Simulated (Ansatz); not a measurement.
Given:

InSb:
```
InSb
1.0
    4.63752     0.00000     0.00000
   -2.31876     4.01621     0.00000
    0.00000     0.00000    10.18180
In Sb
3 3
Direct
  0.00000   0.49960   0.66667
  0.50040   0.50040   0.00000
  0.49960   0.00000   0.33333
  0.00000   0.49977   0.16667
  0.50023   0.50023   0.50000
  0.49977   0.00000   0.83333
```

This is the r²SCAN-relaxed structure.

Q: All from plane-wave PAW r²SCAN (Ansatz code), unless another level is named. Predict the electronic character.

A: no gap, with almost no states at the Fermi level (zero-gap or semimetallic).

Q: Predict the formation energy from the elements (no fitted shifts).

A: -0.12 eV/atom.

Space group P6_422. The start of the workflow was typed in or built on a structure type; neither database checked (COD, Materials Project) lists it. It is not the phase usual at ambient conditions (space group No. 216). Symmetry was held in the r²SCAN relaxation; its stability against distortions is not shown here. The references are the lowest solids computed at this level, not always the standard phases. Scalar-relativistic: spin–orbit coupling is off unless named, which matters more the heavier the elements.

Potentials: the earlier of the program's two PAW sets.
